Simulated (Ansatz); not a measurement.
SnF₃:
Space group Fm-3m (No. 225); a = 8.702 Å, b = 8.702 Å, c = 8.702 Å, α = 90.00°, β = 90.00°, γ = 90.00°

| atom | site | symmetry | x | y | z |
|---|---|---|---|---|---|
| Sn | 4b | m-3m | 0.5000 | 0.5000 | 0.5000 |
| Sn | 4a | m-3m | 0.0000 | 0.0000 | 0.0000 |
| F | 24e | 4m.m | 0.0000 | 0.0000 | 0.2726 |
(The calculation used a cell of 8 atoms; values per cell refer to that cell.)

Relaxed with r²SCAN. DFT-r²SCAN in the program Ansatz with PAW potentials gives a gap of 3.38 eV.

**Question.** What gap does HSE06 give on the same cell (Ansatz, PAW)?

**Answer.** 4.13 eV, 0.76 eV more. The hybrid was solved on a coarser mesh and at special points; its gap is the smallest among all of these.

```json
[
 {"k": "Γ", "v1 r²SCAN": "-2.16", "c1 r²SCAN": "5.58", "v1 HSE06": "?", "c1 HSE06": "?"},
 {"k": "X", "v1 r²SCAN": "0.00", "c1 r²SCAN": "5.00", "v1 HSE06": "?", "c1 HSE06": "?"},
 {"k": "L", "v1 r²SCAN": "-0.53", "c1 r²SCAN": "3.38", "v1 HSE06": "-0.56", "c1 HSE06": "4.13"},
 {"k": "W", "v1 r²SCAN": "-0.01", "c1 r²SCAN": "4.25", "v1 HSE06": "?", "c1 HSE06": "?"},
 {"k": "K", "v1 r²SCAN": "-0.05", "c1 r²SCAN": "4.20", "v1 HSE06": "?", "c1 HSE06": "?"}
]
```

**Question.** Top valence (v1) and lowest conduction level (c1) in eV from each method's valence maximum (which need not be a listed point): supply the withheld HSE06 values.

**Answer.** 
- Γ, v1 HSE06: -2.19
- Γ, c1 HSE06: 6.47
- K, v1 HSE06: -0.06
- K, c1 HSE06: 5.01
- X, v1 HSE06: 0.00
- X, c1 HSE06: 5.91
- W, v1 HSE06: -0.01
- W, c1 HSE06: 5.07

Cost on shared cores: the r²SCAN run (SCF on a 6×6×6 mesh, then bands and DOS) roughly 60 core-seconds, the HSE06 run (SCF on 3×3×3, then a few points) roughly 80 core-seconds; the tasks are unlike.

The workflow started from a Materials Project entry (that database holds measured and hypothetical structures alike); the Crystallography Open Database files this formula in space group No. 225, but the cells were not matched. Whether it is the stable phase at ambient conditions was not checked. The cell was relaxed with r²SCAN under the symmetry of its start; whether a distortion lowers the energy is not shown. Spin–orbit coupling is left out wherever it is not named.

Potentials: the later of the program's two PAW sets.
